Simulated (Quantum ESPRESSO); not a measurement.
## Al3ZnO5F (one run as intended and one with a planted mistake)

Simulated, not a measurement. The program is pw.x of Quantum ESPRESSO 7.5 (plane-wave density functional theory). The cell is made up: 10 atoms on a corundum lattice, with randomly drawn elements, strain and displacements, not relaxed. PseudoDojo standard norm-conserving files (v0.5 for PBE, v0.4.1 for LDA and PBEsol) set the functional; there is no spin polarisation, spin-orbit coupling or dispersion term, and the masses in the input are unused placeholders.

Intended input:

```
&control calculation='scf', pseudo_dir='./dojo.nc.sr.pbe.v0_5.standard.upf', outdir='./o', disk_io='low', tprnfor=.true., tstress=.true. /
&system ibrav=0, nat=10, ntyp=4, nbnd=39, ecutwfc=84.00895049, nosym=.true., tot_charge=0,
 occupations='smearing', smearing='fd', degauss=0.0018374661
/
&electrons conv_thr=7.350e-09, electron_maxstep=60, /
ATOMIC_SPECIES
Al 1.0 Al.upf
F 1.0 F.upf
O 1.0 O.upf
Zn 1.0 Zn.upf
CELL_PARAMETERS angstrom
2.4703 1.4263 4.4922
-2.4703 1.4263 4.4922
0.0 -2.8525 4.4922
ATOMIC_POSITIONS angstrom
Al -0.2239 0.0881 4.6025
Al -0.1043 -0.1514 2.0018
Zn 0.0279 -0.1143 8.8551
Al -0.0692 0.0292 11.4453
O -0.8331 1.4374 7.9269
O -0.6407 -1.5432 7.8054
O 1.7154 -0.002 7.8441
O 0.8703 -1.3788 5.695
O 0.8312 1.5429 5.6253
F -1.6803 -0.1705 5.7157
K_POINTS automatic
5 5 5 1 1 1
```

The log is shortened where brackets say so; the opening notice, blank lines, dates and the lines on written files are dropped, and the path of the files is cut. It prints rydbergs, bohrs and kilobars, and counts compression as positive stress. Where no state is partly filled, the Fermi energy that it prints is only some level between the filled and the empty states on the mesh, and need not lie in the true gap.

Log of the intended run:

```
     Program PWSCF v.7.5
     Parallel version (MPI & OpenMP), running on       4 processor cores
     Number of MPI processes:                 4
     Threads/MPI process:                     1
     [start-up lines left out]
     bravais-lattice index     =            0
     lattice parameter (alat)  =      10.0559  a.u.
     unit-cell volume          =     640.8514 (a.u.)^3
     number of atoms/cell      =           10
     number of atomic types    =            4
     number of electrons       =        66.00
     number of Kohn-Sham states=           39
     kinetic-energy cutoff     =      84.0090  Ry
     charge density cutoff     =     336.0358  Ry
     scf convergence threshold =      7.3E-09
     mixing beta               =       0.7000
     number of iterations used =            8  plain     mixing
     Exchange-correlation= PBE
                           (   1   4   3   4   0   0   0)
     [axes and pseudopotential details left out]
   Cartesian axes
     site n.     atom                  positions (alat units)
         1        Al     tau(   1) = (  -0.0420759   0.0165560   0.8649150  )
         2        Al     tau(   2) = (  -0.0196004  -0.0284515   0.3761840  )
         3        Zn     tau(   3) = (   0.0052430  -0.0214796   1.6640758  )
         4        Al     tau(   4) = (  -0.0130043   0.0054873   2.1508336  )
         5        O      tau(   5) = (  -0.1565585   0.2701203   1.4896458  )
         6        O      tau(   6) = (  -0.1204022  -0.2900026   1.4668132  )
         7        O      tau(   7) = (   0.3223629  -0.0003758   1.4740858  )
         8        O      tau(   8) = (   0.1635493  -0.2591081   1.0702208  )
         9        O      tau(   9) = (   0.1562015   0.2899462   1.0571225  )
        10        F      tau(  10) = (  -0.3157668  -0.0320408   1.0741108  )
     number of k points=    63  Fermi-Dirac smearing, width (Ry)=  0.0018
                       cart. coord. in units 2pi/alat
        k(    1) = (   0.0000000   0.0000000   0.1184571), wk =   0.0320000
        k(    2) = (   0.0000000  -0.2487301   0.1974304), wk =   0.0320000
     [further k points left out]
     Dense  grid:    66673 G-vectors     FFT dimensions: (  60,  60,  60)
     Estimated max dynamical RAM per process >     178.12 MB
     Estimated total dynamical RAM >     663.66 MB
     Initial potential from superposition of free atoms
     starting charge      65.9925, renormalised to      66.0000
     Starting wfcs are   46 randomized atomic wfcs
     total cpu time spent up to now is        2.7 secs
     per-process dynamical memory:   142.3 Mb
     Self-consistent Calculation
     iteration #  1     ecut=    84.01 Ry     beta= 0.70
     Davidson diagonalization with overlap
     ethr =  1.00E-02,  avg # of iterations =  3.0
     total cpu time spent up to now is        7.3 secs
     total energy              =    -646.44811369 Ry
     estimated scf accuracy    <       2.14688917 Ry
     iteration #  2     ecut=    84.01 Ry     beta= 0.70
     Davidson diagonalization with overlap
     ethr =  3.25E-03,  avg # of iterations =  2.3
     total cpu time spent up to now is       11.8 secs
     total energy              =    -647.01327652 Ry
     estimated scf accuracy    <       2.01523923 Ry
     [iterations 3 to 10 left out]
     iteration # 11     ecut=    84.01 Ry     beta= 0.70
     Davidson diagonalization with overlap
     ethr =  3.91E-11,  avg # of iterations =  3.2
     total cpu time spent up to now is       51.7 secs
     total energy              =    -647.39589224 Ry
     estimated scf accuracy    <          9.3E-09 Ry
     iteration # 12     ecut=    84.01 Ry     beta= 0.70
     Davidson diagonalization with overlap
     ethr =  1.42E-11,  avg # of iterations =  2.0
     total cpu time spent up to now is       55.6 secs
     End of self-consistent calculation
     [lines on levels left out]
     the Fermi energy is    10.1061 ev
!    total energy              =    -647.39589224 Ry
     estimated scf accuracy    <          2.2E-09 Ry
     smearing contrib. (-TS)   =       0.00000000 Ry
     internal energy E=F+TS    =    -647.39589224 Ry
     The total energy is F=E-TS. E is the sum of the following terms:
     one-electron contribution =    -445.89578338 Ry
     hartree contribution      =     261.14916973 Ry
     xc contribution           =    -105.27016915 Ry
     ewald contribution        =    -357.37910943 Ry
     convergence has been achieved in  12 iterations
     Forces acting on atoms (cartesian axes, Ry/au):
     atom    1 type  1   force =     0.19067761   -0.04857579   -0.01090032
     atom    2 type  1   force =     0.01363653    0.14582678    0.06077963
     atom    3 type  4   force =    -0.07442692    0.02638195   -0.11028230
     atom    4 type  1   force =    -0.03797937   -0.14461633    0.08462130
     atom    5 type  3   force =    -0.05525426    0.02669716   -0.03970562
     atom    6 type  3   force =    -0.11350798   -0.10176857   -0.02418872
     atom    7 type  3   force =     0.09106891    0.10225790   -0.02751356
     atom    8 type  3   force =    -0.00242770   -0.02984008    0.00397780
     atom    9 type  3   force =    -0.03877546   -0.04844073    0.04052730
     atom   10 type  2   force =     0.02698863    0.07207770    0.02268449
     Total force =     0.416431     Total SCF correction =     0.000085
     Computing stress (Cartesian axis) and pressure
          total   stress  (Ry/bohr**3)                   (kbar)     P=       16.07
  -0.00038751   0.00008464  -0.00039143          -57.00       12.45      -57.58
   0.00008464   0.00022692   0.00028382           12.45       33.38       41.75
  -0.00039143   0.00028382   0.00048836          -57.58       41.75       71.84
     init_run     :      2.55s CPU      2.63s WALL (       1 calls)
     electrons    :     52.65s CPU     52.91s WALL (       1 calls)
     forces       :      0.77s CPU      0.77s WALL (       1 calls)
     stress       :      2.53s CPU      2.53s WALL (       1 calls)
     [timing details left out]
     PWSCF        :     58.59s CPU     58.95s WALL
     JOB DONE.
```

A second run has one planted mistake: the self-consistency threshold is too loose. The input lines that differ, file-writing options aside:

```
- &electrons conv_thr=7.350e-09, electron_maxstep=60, /
+ &electrons conv_thr=7.350e-03, electron_maxstep=60, /
```

Its log:

```
     Program PWSCF v.7.5
     Parallel version (MPI & OpenMP), running on       4 processor cores
     Number of MPI processes:                 4
     Threads/MPI process:                     1
     [start-up lines left out]
     bravais-lattice index     =            0
     lattice parameter (alat)  =      10.0559  a.u.
     unit-cell volume          =     640.8514 (a.u.)^3
     number of atoms/cell      =           10
     number of atomic types    =            4
     number of electrons       =        66.00
     number of Kohn-Sham states=           39
     kinetic-energy cutoff     =      84.0090  Ry
     charge density cutoff     =     336.0358  Ry
     scf convergence threshold =      7.3E-03
     mixing beta               =       0.7000
     number of iterations used =            8  plain     mixing
     Exchange-correlation= PBE
                           (   1   4   3   4   0   0   0)
     [axes and pseudopotential details left out]
   Cartesian axes
     site n.     atom                  positions (alat units)
         1        Al     tau(   1) = (  -0.0420759   0.0165560   0.8649150  )
         2        Al     tau(   2) = (  -0.0196004  -0.0284515   0.3761840  )
         3        Zn     tau(   3) = (   0.0052430  -0.0214796   1.6640758  )
         4        Al     tau(   4) = (  -0.0130043   0.0054873   2.1508336  )
         5        O      tau(   5) = (  -0.1565585   0.2701203   1.4896458  )
         6        O      tau(   6) = (  -0.1204022  -0.2900026   1.4668132  )
         7        O      tau(   7) = (   0.3223629  -0.0003758   1.4740858  )
         8        O      tau(   8) = (   0.1635493  -0.2591081   1.0702208  )
         9        O      tau(   9) = (   0.1562015   0.2899462   1.0571225  )
        10        F      tau(  10) = (  -0.3157668  -0.0320408   1.0741108  )
     number of k points=    63  Fermi-Dirac smearing, width (Ry)=  0.0018
                       cart. coord. in units 2pi/alat
        k(    1) = (   0.0000000   0.0000000   0.1184571), wk =   0.0320000
        k(    2) = (   0.0000000  -0.2487301   0.1974304), wk =   0.0320000
     [further k points left out]
     Dense  grid:    66673 G-vectors     FFT dimensions: (  60,  60,  60)
     Estimated max dynamical RAM per process >     178.12 MB
     Estimated total dynamical RAM >     663.66 MB
     Initial potential from superposition of free atoms
     starting charge      65.9925, renormalised to      66.0000
     Starting wfcs are   46 randomized atomic wfcs
     total cpu time spent up to now is        2.6 secs
     per-process dynamical memory:   142.3 Mb
     Self-consistent Calculation
     iteration #  1     ecut=    84.01 Ry     beta= 0.70
     Davidson diagonalization with overlap
     ethr =  1.00E-02,  avg # of iterations =  3.0
     total cpu time spent up to now is        7.3 secs
     total energy              =    -646.44811369 Ry
     estimated scf accuracy    <       2.14688917 Ry
     iteration #  2     ecut=    84.01 Ry     beta= 0.70
     Davidson diagonalization with overlap
     ethr =  3.25E-03,  avg # of iterations =  2.3
     total cpu time spent up to now is       11.6 secs
     total energy              =    -647.01327652 Ry
     estimated scf accuracy    <       2.01523923 Ry
     iteration #  3     ecut=    84.01 Ry     beta= 0.70
     Davidson diagonalization with overlap
     ethr =  3.05E-03,  avg # of iterations =  2.0
     total cpu time spent up to now is       15.6 secs
     total energy              =    -647.38310213 Ry
     estimated scf accuracy    <       0.02995269 Ry
     iteration #  4     ecut=    84.01 Ry     beta= 0.70
     Davidson diagonalization with overlap
     ethr =  4.54E-05,  avg # of iterations =  7.5
     total cpu time spent up to now is       21.0 secs
     total energy              =    -647.39465949 Ry
     estimated scf accuracy    <       0.00893522 Ry
     iteration #  5     ecut=    84.01 Ry     beta= 0.70
     Davidson diagonalization with overlap
     ethr =  1.35E-05,  avg # of iterations =  4.0
     total cpu time spent up to now is       25.4 secs
     End of self-consistent calculation
     [lines on levels left out]
     the Fermi energy is    10.0870 ev
!    total energy              =    -647.39495409 Ry
     estimated scf accuracy    <       0.00177770 Ry
     smearing contrib. (-TS)   =       0.00000000 Ry
     internal energy E=F+TS    =    -647.39495409 Ry
     The total energy is F=E-TS. E is the sum of the following terms:
     one-electron contribution =    -446.07404505 Ry
     hartree contribution      =     261.40331247 Ry
     xc contribution           =    -105.34511207 Ry
     ewald contribution        =    -357.37910943 Ry
     convergence has been achieved in   5 iterations
     Forces acting on atoms (cartesian axes, Ry/au):
     atom    1 type  1   force =     0.19066502   -0.04786510   -0.01194232
     atom    2 type  1   force =     0.01176016    0.14711234    0.06193618
     atom    3 type  4   force =    -0.06781886    0.02306793   -0.11386292
     atom    4 type  1   force =    -0.03948341   -0.14520534    0.08610473
     atom    5 type  3   force =    -0.05587119    0.02705001   -0.03966264
     atom    6 type  3   force =    -0.11400911   -0.10074250   -0.02289055
     atom    7 type  3   force =     0.09046884    0.10348095   -0.02652207
     atom    8 type  3   force =    -0.00178068   -0.03005502    0.00473635
     atom    9 type  3   force =    -0.04058281   -0.04738247    0.03954507
     atom   10 type  2   force =     0.02665203    0.07053921    0.02255817
     Total force =     0.416930     Total SCF correction =     0.087445
     SCF correction compared to forces is large: reduce conv_thr to get better values
     Computing stress (Cartesian axis) and pressure
          total   stress  (Ry/bohr**3)                   (kbar)     P=       54.35
  -0.00013190   0.00007625  -0.00038647          -19.40       11.22      -56.85
   0.00007625   0.00048572   0.00029268           11.22       71.45       43.05
  -0.00038647   0.00029268   0.00075455          -56.85       43.05      111.00
     init_run     :      2.50s CPU      2.58s WALL (       1 calls)
     electrons    :     22.66s CPU     22.79s WALL (       1 calls)
     forces       :      0.76s CPU      0.76s WALL (       1 calls)
     stress       :      2.56s CPU      2.56s WALL (       1 calls)
     [timing details left out]
     PWSCF        :     28.54s CPU     28.78s WALL
     JOB DONE.
```

|  | intended run | run with the mistake |
| --- | --- | --- |
| free energy (eV) | -8808.270 | -8808.257 |
| smearing term -TS (eV) | 0.0000 | 0.0000 |
| pressure (GPa) | 1.61 | 5.43 |
| largest force component (eV/Å) | 4.903 | 4.902 |
| largest change of a force component (eV/Å) |  | 0.170 |
| iterations | 12 | 5 |

For scale, a rerun of the intended cell at a cutoff of 1437 eV and k mesh 7 x 7 x 7 moved values by no more than 0.003 eV in energy, 0.03 GPa in stress and 0.002 eV/Å in force.